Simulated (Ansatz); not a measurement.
Space group P-6m2 (No. 187). a = 2.738 Å, b = 2.738 Å, c = 13.035 Å, α = 90.00°, β = 90.00°, γ = 120.00°
| atom | site | symmetry | x | y | z |
| --- | --- | --- | --- | --- | --- |
| Mo | 1b | -6m2 | 0.0000 | 0.0000 | 0.5000 |
| Ru | 1c | -6m2 | 0.3333 | 0.6667 | 0.0000 |
| Ru | 2h | 3m. | 0.3333 | 0.6667 | 0.3287 |
| Ru | 2g | 3m. | 0.0000 | 0.0000 | 0.8367 |

Equation of state of this MoRu5 structure (not necessarily the ground state), with shape and atoms relaxed at each volume where symmetry leaves them free. It has no gap at any of these volumes. Theory: DFT PBE, scalar-relativistic, plane waves, PAW (Ansatz 0.2.0).

Plane waves to 420 eV, a k mesh through Γ of 18×18×4 on the computed 6-atom cell and Gaussian smearing (0.10 eV); no spin polarisation.

```
V (Å³/atom)  E − E(largest V) (meV/atom)  P (GPa)
     12.415                       131.22    51.39
     12.838                        17.66    35.09
     13.261                       -56.32    21.36
     13.684                       -96.92     9.77
     14.108                      -109.39     0.02
     14.531                       -98.18    -8.20
     14.954                       -67.04   -15.10
     15.518                         0.00   -22.59
```

Task: Fit a third-order Birch–Murnaghan equation, E = E0 + (9V0B0/16)·[(x − 1)³B0' + (x − 1)²(6 − 4x)] with x = (V0/V)^(2/3), to E(V).

Result: V0 = 14.11 Å³/atom, B0 = 298 GPa, B0' = 4.7.

The cell was found from a structure generator's guess, not taken from experiment.
